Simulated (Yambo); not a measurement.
Quantum ESPRESSO input (PBEsol, PseudoDojo standard norm-conserving files, scalar-relativistic) whose wavefunctions are converted with p2y:

```
&CONTROL
  calculation = 'nscf'
  pseudo_dir = './pseudo'
  outdir = './out'
/
&SYSTEM
  ibrav = 0
  nat = 8
  ntyp = 3
  ecutwfc = 84.0
  ecutrho = 336.0
  occupations = 'fixed'
  force_symmorphic = .true.
  nbnd = 259
/
&ELECTRONS
  conv_thr = 8e-09
  diago_full_acc = .true.
  diago_thr_init = 1e-08
/
ATOMIC_SPECIES
F 18.9984 F.upf
As 74.9216 As.upf
Cs 132.9055 Cs.upf
CELL_PARAMETERS angstrom
  3.855860124000   2.226181881000   2.622050000000
 -3.855860124000   2.226181881000   2.622050000000
  0.000000000000  -4.452363761000   2.622050000000
ATOMIC_POSITIONS crystal
F   0.189590000000   0.275480000000   0.922340000000
F   0.810410000000   0.724520000000   0.077660000000
F   0.922340000000   0.189590000000   0.275480000000
F   0.077660000000   0.810410000000   0.724520000000
F   0.275480000000   0.922340000000   0.189590000000
F   0.724520000000   0.077660000000   0.810410000000
As   0.000000000000   0.000000000000   0.000000000000
Cs   0.500000000000   0.500000000000   0.500000000000
K_POINTS automatic
1 1 1 0 0 0
```

Yambo's initialisation report on symmetry, reciprocal space, the k grid and the gaps on this mesh:

```
  [02.02] Symmetries
  ==================

  Inversion symmetry    : yes
  Spatial inversion     : yes
  Inversion index       :   4
  K-space Time-reversal : no
  Magnetic symmetries   : no
  Group table correct   : yes
  Symmetries units      :  [cc]

  [02.03] Reciprocal space
  ========================

  nG shells         :   5950
  nG charge         :   94889
  nG WFs            :  11871
  nC WFs            :  11871
  G-vecs. in first 80 shells:  [ Number ]
     1    7   13   19   25   27   33   45   51
    63   75   81   87   99  111  117  129  135
   147  159  165  171  183  195  207  213  225
   237  243  245  251  275  281  287  299  311
    323   335   347   359   371   383   389   401   407
    413   419   431   443   455   467   473   485   497
    509   521   533   539   551   575   587   599   623
    629   635   647   659   671   689   695   701   719
    731   743   755   767   779   791   803   815
  ...
  Shell energy in first 80 shells:  [ mHa ]
    0.00000      213.260      371.783      481.256      585.043      803.989      853.039      956.826      1115.35
    1175.77      1224.82      1487.13      1553.24      1700.39      1919.34      1925.02      1968.39      2072.17
    2291.12      2296.81      2340.17      2357.23      2443.96      2602.48      2711.95      2729.01      3040.37
    3100.80      3187.52      3215.96      3346.05      3406.47      3412.16      3455.52      3559.31      3587.74
    3783.94      3827.30      3844.36      3931.09      4150.04      4199.09      4216.14      4331.30      4461.40
    4501.20      4527.50      4587.93      4674.66      4703.09      4833.18      4872.98      4899.29      4942.65
    5244.77      5265.38      5271.07      5331.49      5418.22      5637.17      5686.22      5703.28      5818.44
    5841.18      5948.53      5988.33      6014.64      6075.06      6161.79      6212.97      6360.12      6429.78
    6533.57      6562.00      6584.75      6731.90      6752.52      6758.20      6801.57      6818.63
  ...

  [02.04] K-grid lattice
  ======================

  Compatible Grid is   : 0D
  K lattice UC volume  :  0.272188 [a.u.]

  IBZ K-points                                      :  1
  BZ  K-points                                      :  1

  K/Q-points units:
  rlu = crystal or reduced units; cc = cartesian coordinates; iku = interal k-units

  K [1]          [rlu]:  0.000000  0.000000  0.000000
         WF components:  11871

  [02.05] Energies & Occupations
  ==============================

  [X] === General ===
  [X] Electronic Temperature                        :  0.000000  0.000000 [eV K]
  [X] Bosonic    Temperature                        :  0.000000  0.000000 [eV K]
  [X] Finite Temperature mode                       : no
  [X] El. density                                   :  0.48873E+24 [cm-3]
  [X] Fermi Level                                   :  0.468033 [eV]

  [X] === Gaps and Widths ===
  [X] Conduction Band Min                           :  5.673189 [eV]
  [X] Valence Band Max                              :  0.000000 [eV]
  [X] Filled Bands                                  :   33
  [X] Empty Bands                                   :   34  259
  [X] Direct Gap                                    :  5.673189 [eV]
  [X] Direct Gap localized at k                     :  1
```
The gaps are PBEsol values on this mesh alone; only operations without fractional translations are kept.

Spin-orbit coupling is not included.

Geometry of the Materials Project entry, not relaxed at this level.
